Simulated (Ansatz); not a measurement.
**BiS (CsCl-type structure)**

Method: PBE, scalar-relativistic; no spin polarisation; PAW, 420 eV, Γ-centred 10×10×10 mesh, 0.05 eV Gaussian smearing; code Ansatz; PAW files: Ansatz's generated set soft_2.

Space group Pm-3m (No. 221). a = 3.580 Å, b = 3.580 Å, c = 3.580 Å, α = 90.00°, β = 90.00°, γ = 90.00°
```
atom  site  symmetry       x       y       z
  Bi    1a      m-3m  0.0000  0.0000  0.0000
   S    1b      m-3m  0.5000  0.5000  0.5000
```

This is a trial structure made by placing the elements on a prototype's sites, so it needn't be the stable form.

Cell and atoms are those of this level's equilibrium.

The run used a cell of 2 atoms; the mesh refers to it.

```json
{
  "Volume": "22.94 Å³/atom",
  "Formation energy from the elements (0 K, uncorrected)": "0.02 eV/atom",
  "Bulk modulus (Birch–Murnaghan)": "73 GPa"
}
```

(1) Fill in the band gap (PBE).

(2) Fill in the Bader charges (PBE).

Answers:

(1) zero (metallic).

(2) Bi 0.87; S -0.87 e.

With 21 valence electrons in the calculation's cell and no magnetic order, the bands, two electrons each, can't all be full or empty: band theory demands a metal.

No spin–orbit coupling, a notable omission for heavy elements. Spin polarisation wasn't tried.
